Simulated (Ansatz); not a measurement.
Starting cell, Cu (fcc, Cu type):

```
CELL_PARAMETERS angstrom
      3.56378     0.00000     0.00000
      0.00000     3.56378     0.00000
      0.00000     0.00000     3.56378
ATOMIC_POSITIONS crystal
  Cu 0.00000 0.00000 0.00000
  Cu 0.50000 0.50000 0.00000
  Cu 0.50000 0.00000 0.50000
  Cu 0.00000 0.50000 0.50000
```

In this cell atom 4 (Cu, nearest neighbour Cu at 2.520 Å; its periodic images, 3.6 Å or more away, move with it) is moved by u·(1.000, 0.000, 0.000) + v·(0.000, 1.000, 0.000); the rest is frozen.

These are PBEsol (plane waves to 420 eV, PAW, scalar-relativistic; Ansatz, a quantum-chemistry and plane-wave program) values and carry that method's errors. k mesh 11×11×11 (Γ-centred), Fermi-Dirac smearing 0.05 eV. The energy includes the smearing's −TS. With partly filled bands, energies and forces of such displacements shift with the k mesh and the smearing. Cu is run without spin polarisation. Cu was relaxed with its symmetry unable to fall. The last digit holds for this mesh only.

Changes of ΔE (meV/cell) from the point u = 0.000 Å, v = 0.000 Å when one coordinate moves alone (two changes are said to add if the coupling is within 5 % of the smaller one, nearly so within 20 %):

```csv
point,change
"u = 0.000 Å, v = -0.380 Å",587.6
"u = 0.000 Å, v = -0.190 Å",141.4
"u = -0.380 Å, v = 0.000 Å",587.6
"u = -0.190 Å, v = 0.000 Å",141.4
"u = 0.190 Å, v = 0.000 Å",141.4
"u = 0.380 Å, v = 0.000 Å",587.6
"u = 0.000 Å, v = 0.190 Å",141.4
"u = 0.000 Å, v = 0.380 Å",587.6
```

### Question
Do the two effects add at u = -0.190 Å, v = -0.190 Å? Give the computed change.

### Answer
The sum of the single changes is 141.4 + (141.4) = 282.8; the calculation gives 296.5, so the coupling contributes 13.7 (under 20 % of the smaller single change, nearly additive).

### Question
What is the change at u = 0.190 Å, v = -0.380 Å, where both move, and how far is it from the sum?

### Answer
The sum of the single changes is 141.4 + (587.6) = 729.0; the calculation gives 788.5, so the coupling contributes 59.5 (over 20 % of the smaller single change, not additive).

### Question
Do the two effects add at u = 0.380 Å, v = 0.380 Å? Give the computed change.

### Answer
The sum of the single changes is 587.6 + (587.6) = 1175.2; the calculation gives 1436.2, so the coupling contributes 261.0 (over 20 % of the smaller single change, not additive).

(A displaced cell: forces are minus the slopes of the energy, force constants its curvatures, and phonons follow from these.)
